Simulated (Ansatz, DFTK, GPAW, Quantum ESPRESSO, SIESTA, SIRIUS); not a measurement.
## ScF3: 7 runs at one level of theory

```
Sc F
1.0
     4.01245    0.00000    0.00000
     0.00000    4.01245    0.00000
     0.00000    0.00000    4.01245
Sc F
1 3
Direct
  0.00000 0.00000 0.00000
  0.00000 0.00000 0.50000
  0.00000 0.50000 0.00000
  0.50000 0.00000 0.00000
```

Alike in all runs: task single point; functional PBEsol; k mesh 7 × 7 × 7; occupations fermi-dirac, width 0.05 eV; no spin polarisation; no spin-orbit coupling. Pressure is positive in compression and, in plane waves, holds the error of the finite cutoff, which Ansatz's Pulay term estimates and takes out.

```tsv
program and potentials	plane-wave cutoff (eV)	notes	pressure (GPa)
Ansatz, Ansatz PAW	420	potentials made for PBE, which Ansatz adapts in part; Pulay term of +0.58 GPa included	0.58
SIRIUS, PseudoDojo 0.4.1 PBEsol standard (scalar relativistic)	1152	-	0.33
GPAW, PAW data sets generated for this functional	800	-	-0.54
DFTK, PseudoDojo SR PBEsol 0.4.1 standard (PBEsol)	1143	-	0.32
SIESTA, files PseudoDojo sr-pbesol-0.4.1-standard, DZP (energy shift 0.003 Ry; two zetas on semicore shells)	-	atomic basis	1.93
Ansatz, all-electron LAPW, scalar-relativistic	-	-	0.58
Quantum ESPRESSO, GBRV 1.5 PBEsol	612	-	0.45
```

The pressure spans -0.54 (GPAW, PAW data sets generated for this functional) to 1.93 GPa (SIESTA, files PseudoDojo sr-pbesol-0.4.1-standard, DZP (energy shift 0.003 Ry; two zetas on semicore shells)), with all-electron results at 0.58. Rows in atomic bases carry the error of their basis and grid, which can be large.

Differences between rows come from potentials, basis sets and numerical settings, since the functional is the same but for its coding. Runs on potential files found faulty are left out.
